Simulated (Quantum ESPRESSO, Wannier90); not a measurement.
## Sb (R-3m), plane waves to Wannier functions

Cell from Materials Project (mp-104), symmetrised, no further relaxation. This is the element's usual structure. Method: PBEsol plane waves in Quantum ESPRESSO 7.5 (PseudoDojo norm-conserving files, 64 Ry, no spin polarisation, no spin-orbit coupling), Bloch states on a 8×8×8 mesh through Γ, Wannier90 4.0.1. Density: 8×8×8 mesh, cold smearing 0.01 Ry. The cell is built of weakly bound layers, chains or molecules, whose nearest atoms lie 3.43 Å apart. Database cells relaxed without dispersion often hold them too far apart, which can enlarge gaps and weakens couplings between them; spacing and stacking were not compared with the measured crystal. Spin-orbit coupling is left out although heavy elements are present.

On the energy scale of pw.x, whose zero is arbitrary, the Fermi level lies at 9.82 eV.

Input w.win:

```
num_bands = 15
num_wann = 8
exclude_bands = 1-10
num_iter = 800
conv_tol = 1.0e-6
conv_window = 4
dis_num_iter = 1000
dis_conv_tol = 1.0e-6
dis_froz_max = 11.32
write_hr = true
write_u_matrices = true
begin projections
Sb: s;p
end projections
begin unit_cell_cart
ang
   -2.1770649586    3.7707871196    0.0000000000
   -4.3541299171    0.0000000000    0.0000000000
   -2.1770649586    1.2569290399    3.8298800000
end unit_cell_cart
begin atoms_frac
Sb  -0.2682600000 -0.2682600000 -0.1952200000
Sb   0.2682600000  0.2682600000  0.1952200000
end atoms_frac
mp_grid = 8 8 8
begin kpoints
0.0000000000 0.0000000000 0.0000000000
0.0000000000 0.0000000000 0.1250000000
0.0000000000 0.0000000000 0.2500000000
... (509 more lines: the 8x8x8 mesh through Gamma)
end kpoints
```

Input of pw2wannier90.x that gives the overlap and projection files (equivalent; here they were cut from one run over all bands):

```
&inputpp
  outdir = './out'
  prefix = 'pwscf'
  seedname = 'w'
  write_amn = .true.
  write_mmn = .true.
/
```

Output w.wout (banner and timings cut):

```
                                    ------
                                    SYSTEM
                                    ------

                              Lattice Vectors (Ang)
                    a_1    -2.177065   3.770787   0.000000
                    a_2    -4.354130   0.000000   0.000000
                    a_3    -2.177065   1.256929   3.829880

                   Unit Cell Volume:      62.88087  (Ang^3)

                        Reciprocal-Space Vectors (Ang^-1)
                    b_1     0.000000   1.666280  -0.546857
                    b_2    -1.443040  -0.833140  -0.546857
                    b_3     0.000000   0.000000   1.640570

 *----------------------------------------------------------------------------*
 |   Site       Fractional Coordinate          Cartesian Coordinate (Ang)     |
 +----------------------------------------------------------------------------+
 | sb   1  -0.26826  -0.26826  -0.19522   |    2.17706  -1.25693  -0.74767    |
 | sb   2   0.26826   0.26826   0.19522   |   -2.17706   1.25693   0.74767    |
 *----------------------------------------------------------------------------*
                                ------------
                                K-POINT GRID
                                ------------

             Grid size =  8 x  8 x  8      Total points =  512

 *---------------------------------- MAIN ------------------------------------*
 |  Number of Wannier Functions               :                 8             |
 |  Number of Objective Wannier Functions     :                 8             |
 |  Number of input Bloch states              :                15             |
 |  Output verbosity (1=low, 5=high)          :                 1             |
 |  Timing Level (1=low, 5=high)              :                 1             |
 |  Optimisation (0=memory, 3=speed)          :                 3             |
 |  Length Unit                               :               Ang             |
 |  Post-processing setup (write *.nnkp)      :                 F             |
 |  Using Gamma-only branch of algorithms     :                 F             |
 *----------------------------------------------------------------------------*
 *------------------------------- WANNIERISE ---------------------------------*
 |  Total number of iterations                :               800             |
 |  Number of CG steps before reset           :                 5             |
 |  Trial step length for line search         :             2.000             |
 |  Convergence tolerence                     :         0.100E-05             |
 |  Convergence window                        :                 4             |
 |  Iterations between writing output         :                 1             |
 |  Iterations between backing up to disk     :               100             |
 |  Write r^2_nm to file                      :                 F             |
 |  Write xyz WF centres to file              :                 F             |
 |  Write on-site energies <0n|H|0n> to file  :                 F             |
 |  Use guiding centre to control phases      :                 F             |
 |  Use phases for initial projections        :                 F             |
 *----------------------------------------------------------------------------*
 *------------------------------- DISENTANGLE --------------------------------*
 |  Using band disentanglement                :                 T             |
 |  Total number of iterations                :              1000             |
 |  Mixing ratio                              :             0.500             |
 |  Convergence tolerence                     :         1.000E-06             |
 |  Convergence window                        :                 3             |
 *----------------------------------------------------------------------------*
 *-------------------------------- PLOTTING ----------------------------------*
 |  Plotting Hamiltonian in WF basis          :                 T             |
 *----------------------------------------------------------------------------*

       ... (k-mesh section left out)

 Starting a new Wannier90 calculation ...

 Reading overlaps from w.mmn

 Reading projections from w.amn

 *------------------------------- DISENTANGLE --------------------------------*
 +----------------------------------------------------------------------------+
 |                              Energy  Windows                               |
 |                              ---------------                               |
 |                   Outer:   -2.71768  to   24.52634  (eV)                   |
 |                   Inner:   -2.71768  to   11.32000  (eV)                   |
 +----------------------------------------------------------------------------+
   Number of target bands to extract:    8

                   Unitarised projection of Wannier functions
                   ------------------------------------------
   A_mn = <psi_m|g_n> --> S = A.A^+ --> U = S^-1/2.A
   In dis_project... done
   Using an inner window (linner = T)
   In dis_proj_froz... done

                   Extraction of optimally-connected subspace
                   ------------------------------------------
 +---------------------------------------------------------------------+<-- DIS
 |  Iter     Omega_I(i-1)      Omega_I(i)      Delta (frac.)           |<-- DIS
 +---------------------------------------------------------------------+<-- DIS
       1      17.75303439      15.37621123       1.546E-01    <-- DIS
       2      15.30343269      14.81302245       3.311E-02    <-- DIS
       3      14.91048751      14.51023665       2.758E-02    <-- DIS
       4      14.59341285      14.32558722       1.870E-02    <-- DIS
       5      14.37290606      14.20874840       1.155E-02    <-- DIS
       6      14.22725025      14.13280142       6.683E-03    <-- DIS
       ... (lines left out)
     101      13.93314605      13.93316610      -1.439E-06    <-- DIS
       ... (lines left out)
     108      13.93315226      13.93316561      -9.581E-07    <-- DIS
     109      13.93315298      13.93316557      -9.040E-07    <-- DIS
     110      13.93315365      13.93316553      -8.530E-07    <-- DIS

             <<<      Delta < 1.000E-06  over  3 iterations     >>>
             <<< Disentanglement convergence criteria satisfied >>>

        Final Omega_I    13.93316553 (Ang^2)

 +----------------------------------------------------------------------------+

 Writing checkpoint file w.chk... done

 *------------------------------- WANNIERISE ---------------------------------*
 +--------------------------------------------------------------------+<-- CONV
 | Iter  Delta Spread     RMS Gradient      Spread (Ang^2)            |<-- CONV
 +--------------------------------------------------------------------+<-- CONV

 ------------------------------------------------------------------------------
 Initial State
  WF centre and spread    1  (  2.177065, -1.256929, -0.738209 )     1.65438805
  WF centre and spread    2  (  2.177065, -1.256929, -0.745431 )     2.85528399
  WF centre and spread    3  (  2.177065, -1.195527, -0.794409 )     2.77310544
  WF centre and spread    4  (  2.177065, -1.318912, -0.794409 )     2.77311140
  WF centre and spread    5  ( -2.177065,  1.256929,  0.738209 )     1.65438806
  WF centre and spread    6  ( -2.177065,  1.256929,  0.745431 )     2.85528353
  WF centre and spread    7  ( -2.177065,  1.195527,  0.794409 )     2.77310548
  WF centre and spread    8  ( -2.177065,  1.318912,  0.794409 )     2.77311177
  Sum of centres and spreads ( -0.000000, -0.000000,  0.000000 )    20.11177773

      0     0.201E+02     0.0000000000       20.1117777254  <-- CONV
        O_D=      0.0289670 O_OD=      6.1496452 O_TOT=     20.1117777 <-- SPRD
 ------------------------------------------------------------------------------
      1    -0.652E-01     0.1763523337       20.0465494087  <-- CONV
        O_D=      0.0299315 O_OD=      6.0834523 O_TOT=     20.0465494 <-- SPRD
      2    -0.844E-01     0.1907438738       19.9621362883  <-- CONV
        O_D=      0.0327580 O_OD=      5.9962127 O_TOT=     19.9621363 <-- SPRD
      3    -0.545E-01     0.1897278458       19.9076343168  <-- CONV
        O_D=      0.0302601 O_OD=      5.9442087 O_TOT=     19.9076343 <-- SPRD
      4    -0.209E-01     0.1239721552       19.8867716577  <-- CONV
        O_D=      0.0279852 O_OD=      5.9256209 O_TOT=     19.8867717 <-- SPRD
      5    -0.976E-02     0.0816821561       19.8770133137  <-- CONV
        O_D=      0.0265341 O_OD=      5.9173136 O_TOT=     19.8770133 <-- SPRD
       ... (lines left out)
    100    -0.434E-02     0.0492181489       17.2229804025  <-- CONV
        O_D=      0.0248281 O_OD=      3.2649868 O_TOT=     17.2229804 <-- SPRD
       ... (lines left out)
    200    -0.175E-04     0.0029087839       17.1749837354  <-- CONV
        O_D=      0.0248231 O_OD=      3.2169951 O_TOT=     17.1749837 <-- SPRD
       ... (lines left out)
    300    -0.598E-05     0.0016446193       17.1741470752  <-- CONV
        O_D=      0.0247771 O_OD=      3.2162044 O_TOT=     17.1741471 <-- SPRD
       ... (lines left out)
    400    -0.294E-02     0.0410254656       17.1110815719  <-- CONV
        O_D=      0.0257666 O_OD=      3.1521494 O_TOT=     17.1110816 <-- SPRD
       ... (lines left out)
    500    -0.105E-02     0.0226867637       16.5982947096  <-- CONV
        O_D=      0.0290095 O_OD=      2.6361197 O_TOT=     16.5982947 <-- SPRD
       ... (lines left out)
    600    -0.115E-03     0.0076041817       16.5497747743  <-- CONV
        O_D=      0.0289791 O_OD=      2.5876301 O_TOT=     16.5497748 <-- SPRD
       ... (lines left out)
    700    -0.406E-05     0.0015730389       16.5468572666  <-- CONV
        O_D=      0.0288526 O_OD=      2.5848392 O_TOT=     16.5468573 <-- SPRD
       ... (lines left out)
    761    -0.716E-06     0.0006215160       16.5467048545  <-- CONV
        O_D=      0.0288517 O_OD=      2.5846876 O_TOT=     16.5467049 <-- SPRD
    762    -0.769E-06     0.0005721067       16.5467040857  <-- CONV
        O_D=      0.0288520 O_OD=      2.5846865 O_TOT=     16.5467041 <-- SPRD
    763    -0.736E-06     0.0009871784       16.5467033495  <-- CONV
        O_D=      0.0288517 O_OD=      2.5846862 O_TOT=     16.5467033 <-- SPRD
             <<<     Delta < 1.000E-06  over  4 iterations     >>>
             <<< Wannierisation convergence criteria satisfied >>>
 Final State
  WF centre and spread    1  (  2.724456, -0.939322, -0.984596 )     2.03650209
  WF centre and spread    2  (  2.179207, -1.256763, -0.125119 )     2.16406548
  WF centre and spread    3  (  1.627160, -0.941113, -0.980946 )     2.03636351
  WF centre and spread    4  (  2.177409, -1.890520, -0.982537 )     2.03641519
  WF centre and spread    5  ( -2.723961,  0.938946,  0.985261 )     2.03653622
  WF centre and spread    6  ( -2.179956,  1.256701,  0.125124 )     2.16406680
  WF centre and spread    7  ( -1.626679,  0.941531,  0.980333 )     2.03634422
  WF centre and spread    8  ( -2.177626,  1.890540,  0.982480 )     2.03640984
  Sum of centres and spreads (  0.000010,  0.000001,  0.000000 )    16.54670335

         Spreads (Ang^2)       Omega I      =    13.933165535
        ================       Omega D      =     0.028851660
                               Omega OD     =     2.584686155
    Final Spread (Ang^2)       Omega Total  =    16.546703350
```
